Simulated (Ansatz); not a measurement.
RhPb2 (space group I4/mcm), energy over volume and axial ratio

RhPb2 (space group I4/mcm)

```
CELL_PARAMETERS angstrom
     -3.33911     3.33911     2.90685
      3.33911    -3.33911     2.90685
      3.33911     3.33911    -2.90685
ATOMIC_POSITIONS crystal
  Rh 0.25000 0.25000 0.00000
  Rh 0.75000 0.75000 0.00000
  Pb 0.66510 0.83490 0.50000
  Pb 0.33490 0.16510 0.50000
  Pb 0.83490 0.33490 0.16980
  Pb 0.16510 0.66510 0.83020
```

Grid over V/V₀ and (c/a)/(c/a)₀, subscript 0 meaning the relaxed cell; the conventional c axis lies along z; no internal relaxation.

The numbers are results of PBEsol (plane waves to 420 eV, PAW, scalar-relativistic; Ansatz, an electronic-structure program), not measurements. k mesh 11×11×11 (Γ-centred), Fermi-Dirac smearing 0.05 eV. E stands for the smeared free energy. Stress and pressure are positive under compression. As the atoms are clamped, bonds stretch with the cell, which overstates energies and stresses. With partly filled bands, the response to shear is sensitive to the k mesh, so small differences along c/a are uncertain. RhPb2 is run without spin polarisation. RhPb2 was relaxed with its symmetry unable to fall. Spin-orbit coupling is left out, though Pb is heavy. ΔE is measured from the relaxed starting cell.

ΔE (kJ/mol of atoms), with V/V₀ across and (c/a)/(c/a)₀ down:

```csv
(c/a)/(c/a)₀ \ V/V₀,0.960,0.973,0.987,1.000,1.013,1.027,1.040
0.880,9.9,8.9,8.2,7.8,7.6,7.6,7.8
0.920,4.7,4.0,3.4,3.2,3.2,3.4,3.8
0.960,2.0,1.3,0.9,0.7,0.8,1.1,1.6
1.000,1.1,0.5,0.1,0.0,0.1,0.4,1.0
1.040,1.7,1.1,0.7,0.6,0.7,1.0,1.5
1.080,3.4,2.7,2.2,2.1,2.1,2.4,2.8
1.120,5.9,5.1,4.6,4.3,4.3,4.5,4.9
```

P (GPa), with V/V₀ across and (c/a)/(c/a)₀ down:

| (c/a)/(c/a)₀ \ V/V₀ | 0.960 | 0.973 | 0.987 | 1.000 | 1.013 | 1.027 | 1.040 |
|---|---|---|---|---|---|---|---|
| 0.880 | 6.6 | 4.8 | 3.3 | 1.8 | 0.5 | -0.8 | -1.9 |
| 0.920 | 5.4 | 3.7 | 2.2 | 0.8 | -0.5 | -1.7 | -2.9 |
| 0.960 | 4.8 | 3.1 | 1.6 | 0.2 | -1.1 | -2.3 | -3.4 |
| 1.000 | 4.5 | 2.9 | 1.4 | 0.0 | -1.3 | -2.4 | -3.5 |
| 1.040 | 4.6 | 3.0 | 1.5 | 0.1 | -1.2 | -2.4 | -3.4 |
| 1.080 | 4.9 | 3.3 | 1.8 | 0.4 | -0.9 | -2.1 | -3.2 |
| 1.120 | 5.4 | 3.8 | 2.2 | 0.8 | -0.5 | -1.7 | -2.8 |

Summary:

- Lowest place on the grid = V/V₀ = 1.000, (c/a)/(c/a)₀ = 1.000 (0 meV/atom)
- Highest place on the grid = V/V₀ = 0.960, (c/a)/(c/a)₀ = 0.880 (102 meV/atom)

(Under strain, the slope of the energy per volume gives the stress and its curvature an elastic modulus.)
